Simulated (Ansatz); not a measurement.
ScB₁₂ in space group Fm-3m (No. 225; Sc on 4a, B on 48i), the program Ansatz at the r²SCAN level (PAW), all energies at zero smearing, with the estimated change up to a 700 eV cutoff added, with one set of potentials and settings (totals compare only within such a set). Cell of 13 atoms (1 Sc, 12 B): -4022.198 eV.

```csv
element,reference phase,E (eV/atom)
Sc,"P6_3/mmc, 2 atoms in the cell",-2140.5738
B,"R-3m, 12 atoms in the cell",-156.5544
```

Formation energy per atom, worked out: (-4022.198 − 1×(-2140.5738) − 12×(-156.5544))/13 = -0.229 eV/atom (-22 kJ per mol of atoms), at 0 K, without zero-point energy or fitted corrections.

The workflow started from an entry of the Crystallography Open Database (COD). Its standing as an ambient phase is unchecked. Symmetry was held in the r²SCAN relaxation; whether a distortion lowers the energy is not shown. No spin polarisation was allowed. The references are the lowest solids computed at this level, not always the standard phases.

Potentials: the later of the program's two PAW sets.
